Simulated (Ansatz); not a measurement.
## Cutoff convergence: ZnCu

System: CuZn (CsCl type, first atom moved by 0.06 Å along [111]), 2 atoms in the cell.

```
Cu Zn
1.0
     2.97000    0.00000    0.00000
     0.00000    2.97000    0.00000
     0.00000    0.00000    2.97000
Cu Zn
1 1
Direct
  0.01166 0.01166 0.01166
  0.50000 0.50000 0.50000
```

These are results of Ansatz, HSE06, plane waves, PAW datasets (generated soft set 1), not measurements.

Exchange singularity: Wigner-Seitz; k-mesh 4×4×4 Γ-centred; Fermi–Dirac smearing of 0.1 eV; no spin polarisation.

| cutoff (eV) | E − E(top) (meV/atom) | pressure at fixed basis (GPa) | corrected pressure (GPa) | rms force change (meV/Å) |
| --- | --- | --- | --- | --- |
| 280 | 297.1 | -32.87 | 0.09 | 10.4 |
| 300 | 105.1 | -14.14 | -0.40 | 1.4 |
| 320 | 38.4 | -5.86 | -1.38 | 1.6 |
| 340 | 19.6 | -2.87 | -1.66 | 1.0 |
| 380 | 13.3 | -1.94 | -1.73 | 1.0 |
| 420 | 9.0 | -2.17 | -1.72 | 0.2 |
| 480 | 2.4 | -1.98 | -1.70 | 0.2 |
| 560 | 0.0 | -1.76 | -1.72 | 0.0 |

Against the 560 eV run, no lower cutoff brings the total energy within 1 meV/atom. Forces lie within 20 meV/Å (rms) from 280 eV on. The pressure at a fixed basis moves by -31.12 GPa at 280 eV.

The k-mesh is coarse, so these values belong to this mesh and can lie far from the converged ones.
